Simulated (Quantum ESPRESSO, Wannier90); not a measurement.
Tight-binding from DFT: PbI2 (CdI2 type)

```
begin unit_cell_cart
ang
    4.6126901213    0.0000000000    0.0000000000
   -2.3063450607    3.9947068249    0.0000000000
    0.0000000000    0.0000000000    7.2570300000
end unit_cell_cart
begin atoms_frac
Pb   0.0000000000  0.0000000000  0.0000000000
I   -0.3333333333  0.3333333333 -0.2590500000
I    0.3333333333 -0.3333333333  0.2590500000
end atoms_frac
```

Cell from Materials Project (mp-22893), symmetrised, no further relaxation. COD (Crystallography Open Database) has the formula in 4 space groups, this one among them (matched by group alone). Computed values, not measurements, from PBEsol: Quantum ESPRESSO (norm-conserving PseudoDojo potentials, cutoff 56 Ry, spinors with spin-orbit coupling) on a Γ-centred 6×6×4 mesh, then Wannier90. Density: 12×12×4 mesh, cold smearing 0.01 Ry.

A tight-binding model is made by disentanglement and projection with no localisation steps (num_iter = 0), so the 24 orbitals stay atom-like: hydrogen-like Pb: s;p; I: s;p, axes along x, y, z; frozen window up to 2.96 eV relative to the valence-band maximum. It follows pw.x to 0.9 meV rms for states up to 2.5 eV relative to the valence-band maximum. Matrix elements depend on this choice of orbitals and windows.

The 30 largest hoppings ⟨m,0|H|n,R⟩ between different sites (one of each Hermitian pair; signs follow the real orbitals' lobes; the list may end inside a set of equal values):

```tsv
m	n	R	distance of the centres (Å)	t (eV)	Im t (eV)
Pb1 py↑	I3 py↑	0 1 0	3.30	0.980	0.000
Pb1 py↓	I3 py↓	0 1 0	3.30	0.980	0.000
I2 py↑	Pb1 py↑	0 1 0	3.30	0.980	0.000
I2 py↓	Pb1 py↓	0 1 0	3.30	0.980	0.000
Pb1 pz↑	I3 py↑	0 1 0	3.30	0.948	0.000
Pb1 pz↓	I3 py↓	0 1 0	3.30	0.948	0.000
I2 py↑	Pb1 pz↑	0 1 0	3.30	0.948	0.000
I2 py↓	Pb1 pz↓	0 1 0	3.30	0.948	0.000
Pb1 py↑	I3 pz↑	0 1 0	3.27	0.912	0.000
Pb1 py↓	I3 pz↓	0 1 0	3.27	0.912	0.000
I2 pz↑	Pb1 py↑	0 1 0	3.27	0.912	0.000
I2 pz↓	Pb1 py↓	0 1 0	3.27	0.912	0.000
Pb1 pz↑	I2 px↑	1 0 0	3.29	-0.821	-0.008
Pb1 pz↓	I2 px↓	1 0 0	3.29	-0.821	0.008
I3 px↑	Pb1 pz↑	1 0 0	3.29	-0.821	0.008
I3 px↓	Pb1 pz↓	1 0 0	3.29	-0.821	-0.008
I2 px↑	Pb1 pz↑	0 0 0	3.29	0.821	0.008
I2 px↓	Pb1 pz↓	0 0 0	3.29	0.821	-0.008
I3 px↑	Pb1 pz↑	0 0 0	3.29	0.821	0.008
I3 px↓	Pb1 pz↓	0 0 0	3.29	0.821	-0.008
Pb1 px↑	I2 pz↑	1 0 0	3.27	-0.790	0.014
Pb1 px↓	I2 pz↓	1 0 0	3.27	-0.790	-0.014
I3 pz↑	Pb1 px↑	1 0 0	3.27	-0.790	-0.014
I3 pz↓	Pb1 px↓	1 0 0	3.27	-0.790	0.014
I2 pz↑	Pb1 px↑	0 0 0	3.27	0.790	-0.014
I2 pz↓	Pb1 px↓	0 0 0	3.27	0.790	0.014
I3 pz↑	Pb1 px↑	0 0 0	3.27	0.790	-0.014
I3 pz↓	Pb1 px↓	0 0 0	3.27	0.790	0.014
Pb1 s↑	I3 py↑	0 1 0	3.30	0.745	0.000
Pb1 s↓	I3 py↓	0 1 0	3.30	0.745	0.000
```
